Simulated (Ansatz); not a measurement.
# ZnSe2O5: reading a single point

```xyz
16
Lattice="0.0000 4.8929 0.0000 6.2227 -2.4464 0.0000 3.0018 0.0000 -7.4472" Properties=species:S:1:pos:R:3 pbc="T T T"
Se    2.2519    0.3156   -1.2673
Se    5.4716    2.7620   -2.4563
Se    6.9725    2.1309   -6.1799
Se    3.7528   -0.3156   -4.9909
Zn    1.5009    2.4464   -3.7236
Zn    0.0000    2.4464    0.0000
O     0.7504    4.3155   -1.8618
O     2.2513    0.5774   -5.5854
O     2.5858    1.3470   -2.5373
O     5.1377   -1.0994   -1.1863
O     6.6386    1.0994   -4.9099
O     4.0867    3.5459   -6.2609
O     1.6084    1.3333   -0.0938
O     6.1151   -1.1131   -3.6298
O     7.6160    1.1131   -7.3534
O     3.1093    3.5596   -3.8174
```

The numbers come from plane-wave PAW DFT (Ansatz): r2SCAN, no spin polarisation, 500 eV, 5×5×3 Γ-centred k points, fermi-dirac occupations (width 0.0159 eV). Nothing was relaxed.

What is the formation energy?

-0.96 eV an atom against the elements' usual phases (free molecules for gases, crystals otherwise, with no correction for O₂ or N₂), so it is bound against them; other compounds may still compete. Relaxing would lower it.

Where is the largest force?

The largest is on Se2 (and as large on other atoms): 0.48 eV/Å, components (-0.45, 0.02, -0.17). It makes 93° with the line to a nearest neighbour, O10 at 1.67 Å.

Which element gives electrons and which takes them?

Bader charges in e: Zn +1.43, Se +2.11, O -1.14 to -1.09. In the mean Se gives up most and O takes most.

Metal or insulator? Give the gap.

The gap on the k mesh is 2.96 eV; the mesh may miss the band edges, so the true gap of this level can be smaller.

What is the character of the valence top and the conduction bottom?

Within 0.7 eV of the edges, the states project mainly on O p (63 %), Zn d (14 %) and Se p (13 %) below the gap and on Se p (58 %) and O p (20 %) above it.

Origin: a known structure type with other elements, at an estimated volume, so it need not be a known compound. Caveats: an odd or shifted mesh can miss the band edges, so this level's true gap may be smaller.
